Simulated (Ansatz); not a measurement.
CoBi: computed DOS

```cif
data_structure
_symmetry_space_group_name_H-M 'P 1'
_symmetry_Int_Tables_number 1
_cell_length_a 3.8188
_cell_length_b 3.8188
_cell_length_c 3.8188
_cell_angle_alpha 60.000
_cell_angle_beta 60.000
_cell_angle_gamma 60.000
_cell_volume 39.38
loop_
_atom_site_label
_atom_site_type_symbol
_atom_site_fract_x
_atom_site_fract_y
_atom_site_fract_z
_atom_site_occupancy
Co1 Co 0.00000 0.00000 0.00000 1
Bi1 Bi 0.50000 0.50000 0.50000 1
```

The runs use the primitive cell with vectors (0.000, 2.700, 2.700), (2.700, 0.000, 2.700), (2.700, 2.700, 0.000) Å, to which the k mesh refers.

Conventional cell: a = 5.401 Å, b = 5.401 Å, c = 5.401 Å, α = 90.00°, β = 90.00°, γ = 90.00°. Around Co (atom 1) lie 6 Bi at 2.70 Å. Bi (atom 2) has 6 Co at 2.70 Å as nearest neighbours.

The structure comes from a relaxation in the same program, started in the rocksalt type, and has space group Fm-3m. Whether it is a known phase or the ground state wasn't checked.

Other magnetic orders may lie lower; this is the state that the run reached.

No spin–orbit coupling, which matters for the heavy atoms here.

Method: DFT, PBE, all-electron LAPW, scalar-relativistic (Ansatz 0.2.0).

Sampling and basis: a Γ-centred 13×13×13 k mesh, Fermi–Dirac smearing of 0.05 eV, basis error target 0.25 meV/atom, spin-polarised from start moments Co1 2 μB, ending with a cell moment of 0.56 μB.

(1) Which of the resolved shells contributes most within 0.3 eV of the Fermi level?

(2) Where is the centre of the filled Co 3d states between -14 eV and the top of the filled states?

(3) Tabulate the density of states.

Answers

(1) Co 3d, with 76 % of all states there; Bi 6p follows with 15 %.

(2) -1.25 eV from the Fermi level.

(3) States per eV and cell, averaged over 0.6 eV, from -5.8 to 5.4 eV, with energies (bin centres) from the Fermi level; empty bins are left out. The partial columns, the largest 4 alone, are projections on Löwdin-orthogonalised atomic shells (those that the program's projection atoms carry: the occupied ones and, for some elements, an empty d or f shell; other empty shells have no column), summed over atoms of an element and both spins. Weights on diffuse s and p shells depend on that basis and aren't pure angular character.
```tsv
E (eV)	spin-up	spin-down	Co 3d	Bi 6p	Co 4s	Bi 6s
-5.6	0.12	0.11	0.02	0.16	0.05	0.01
-5.0	0.32	0.29	0.05	0.42	0.10	0.02
-4.4	0.76	0.76	0.16	1.13	0.14	0.07
-3.8	0.26	0.25	0.10	0.33	0.03	0.04
-3.2	0.56	0.46	0.27	0.67	0.03	0.03
-2.6	1.55	0.64	1.14	0.95	0.04	0.02
-2.0	1.14	1.56	1.67	0.95	0.03	0.01
-1.4	0.91	0.82	1.35	0.33	0.01	0.00
-0.8	3.87	1.82	5.26	0.20	0.11	0.03
-0.2	1.08	3.00	3.51	0.31	0.13	0.06
0.4	0.67	1.05	1.07	0.44	0.10	0.06
1.0	0.54	0.71	0.60	0.51	0.05	0.04
1.6	0.47	0.55	0.37	0.53	0.03	0.02
2.2	0.42	0.47	0.25	0.51	0.05	0.02
2.8	0.39	0.41	0.18	0.45	0.08	0.02
3.4	0.37	0.38	0.14	0.41	0.11	0.02
4.0	0.24	0.32	0.08	0.25	0.15	0.01
4.6	0.22	0.21	0.02	0.09	0.18	0.01
5.2	0.35	0.34	0.02	0.11	0.20	0.01
```
